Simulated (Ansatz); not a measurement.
Rh:
```yaml
crystal:
  lattice:
    - [0.00000, 2.71636, 2.71636]
    - [2.71636, 0.00000, 2.71636]
    - [2.71636, 2.71636, 0.00000]
  atoms:
    - { symbol: Rh, position: [0.00000, 0.00000, 0.00000] }
    - { symbol: Rh, position: [0.25000, 0.25000, 0.25000] }
```

Relaxed with PBEsol. Special points in fractions of this cell's reciprocal vectors: Γ (0.000, 0.000, 0.000); X (0.500, 0.000, 0.500); U (0.625, 0.250, 0.625); K (0.375, 0.375, 0.750); L (0.500, 0.500, 0.500); W (0.500, 0.250, 0.750).

Question: List the band energies nearest the Fermi level at these points for the program Ansatz at the PBEsol with spin–orbit coupling level (PAW).

Answer: In eV from the Fermi level; about four levels below and three above (degenerate sets whole), none deeper than 8.9 eV; points with the same levels are listed once.

```tsv
k	below	above
Γ	-1.55 -1.55 -1.55 -1.55 -1.44 -1.44	0.43 0.43 0.43 0.43
X	-2.16 -2.16 -2.16 -2.16	0.34 0.34 0.34 0.34
U	-2.24 -2.24 -2.05 -2.05	0.47 0.47 0.70 0.70
L	-0.90 -0.90 -0.86 -0.86	0.06 0.06 0.11 0.11
W	-2.26 -2.26 -2.23 -2.23	0.65 0.65 0.77 0.77
```

Space group Fd-3m (diamond). The start of the workflow was typed in or built on a structure type; neither database checked (COD, Materials Project) lists it. It is not the phase usual at ambient conditions (space group No. 225). The cell was relaxed with PBEsol under the symmetry of its start. At this level the phase is mechanically unstable. The workflow began spin-polarised and lost its moments.

Potentials: the later of the program's two PAW sets.
